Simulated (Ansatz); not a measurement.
# Li$_{2}$SiS$_{3}$, first-principles data

Li2SiS3:
```
Li2SiS3
1.0
    5.81197    -3.38020     0.00000
    5.81197     3.38020     0.00000
    0.00000     0.00000     5.97620
Li Si S
4 2 6
Cartesian
  3.88960  -1.04131   5.92098
  7.73433   1.04131   2.93288
  7.73433  -1.04131   5.92098
  3.88960   1.04131   2.93288
  5.81197   2.27250   0.01672
  5.81197  -2.27250   3.00482
  4.05098  -1.30801   3.52548
  7.57296   1.30801   0.53738
  7.57296  -1.30801   3.52548
  4.05098   1.30801   0.53738
  5.81197   2.43688   3.77123
  5.81197  -2.43688   0.78312
```

Space group Cmc2_1 (No. 36); conventional cell a = 11.6239 Å, b = 6.7604 Å, c = 5.9762 Å, α = β = γ = 90.00°.

Method: plane-wave PAW r²SCAN (Ansatz code). The cell and atoms are relaxed at this level. Other levels are named where they apply.

**Cell and energy**

```
Quantity                                                       Value
-----------------------------------------------------  -------------
Volume per atom                                             19.57 Å³
Density                                                   1.95 g/cm³
Formation energy from the elements (no fitted shifts)  -1.21 eV/atom
```

**Electronic structure**

```
Property                                                                                                                                     Value
----------------------------------------  --------------------------------------------------------------------------------------------------------
Band gap                                                                                                                        3.46 eV (indirect)
Valence-band maximum                      on the Γ–Z line, 95 % of the way from Γ (k = 0.000, 0.000, 0.474 in fractions of the reciprocal vectors)
Conduction-band minimum                                off the standard path, at k = (0.349, -0.349, 0.328) in fractions of the reciprocal vectors
Smallest direct gap on the standard path                                                                                                   3.68 eV
Electron effective mass                                                                                     0.48, 0.63, 0.75 mₑ (principal values)
Hole effective mass                                                                                           0.75, 1.4, 3.7 mₑ (principal values)
HSE06 gap on the r²SCAN cell                                                                                                               4.13 eV
```

**Mechanics**

```
Item                                   Value
----------------------------------  --------
Bulk modulus (Birch–Murnaghan fit)  39.3 GPa
Pressure derivative B′                   4.6
```

**Charges**

```
Property                                        Value
-------------  --------------------------------------
Bader charges  Li +0.89, Si +2.69, S -1.51 to -1.45 e
```

The first step of the workflow began from a Materials Project structure, measured or hypothetical; the Crystallography Open Database copy checked does not list it. Its standing as an ambient phase is unchecked. The cell was relaxed with r²SCAN under the symmetry of its start; its stability against distortions is not shown here. The references are the lowest solids computed at this level, not always the standard phases.

Potentials: the later of the program's two PAW sets.
